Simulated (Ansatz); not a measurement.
## Deforming Na

```yaml
crystal:
  lattice:
    - [-2.11750, 2.11750, 2.11750]
    - [2.11750, -2.11750, 2.11750]
    - [2.11750, 2.11750, -2.11750]
  atoms:
    - { symbol: Na, position: [0.00000, 0.00000, 0.00000] }
```

Conventional cell: a = 4.235 Å, b = 4.235 Å, c = 4.235 Å, α = 90.00°, β = 90.00°, γ = 90.00°. Na (atom 1) has 8 Na at 3.67 Å as nearest neighbours.

The cell is a measured one (Crystallography Open Database entry 9011002); the temperature and pressure of the measurement aren't taken into account, and nothing was relaxed.

Method: Ansatz 0.2.0, DFT, PBEsol, all-electron PAW with datasets made for the crystal, scalar-relativistic.

The runs use a Γ-centred 11×11×11 k mesh, Fermi–Dirac smearing of 0.03 eV, cutoff 160 eV (chosen by the program for this cell), no spin polarisation.

The unchanged cell is at -0.34 GPa.

In a metal, stresses and small energies carry noise from the k mesh.

x, y and z are the Cartesian axes of the cell as listed; fractional coordinates follow a strain, and an engineering shear is twice the off-diagonal strain component.

Question: One change gave: energy change under 1 meV/atom; stress change (xx, yy, zz, yz, xz, xy) 0.00, 0.00, 0.00, 0.07, 0.07, 0.07 GPa, compression positive. Which change was it?
A. equal xy, yz and zx engineering shear strains of -2 %
B. equal xy, yz and zx engineering shear strains of -1 %
C. equal xy, yz and zx engineering shear strains of +2 %
D. equal xy, yz and zx engineering shear strains of +1 %

Answer: B. For equal xy, yz and zx engineering shear strains of -2 %: energy change +1 meV/atom; stress change (xx, yy, zz, yz, xz, xy) 0.01, 0.01, 0.01, 0.16, 0.16, 0.16 GPa, compression positive. For equal xy, yz and zx engineering shear strains of +1 %: energy change under 1 meV/atom; stress change (xx, yy, zz, yz, xz, xy) 0.00, 0.00, 0.00, -0.07, -0.07, -0.07 GPa, compression positive. For equal xy, yz and zx engineering shear strains of +2 %: energy change under 1 meV/atom; stress change (xx, yy, zz, yz, xz, xy) 0.01, 0.01, 0.01, -0.13, -0.13, -0.13 GPa, compression positive.
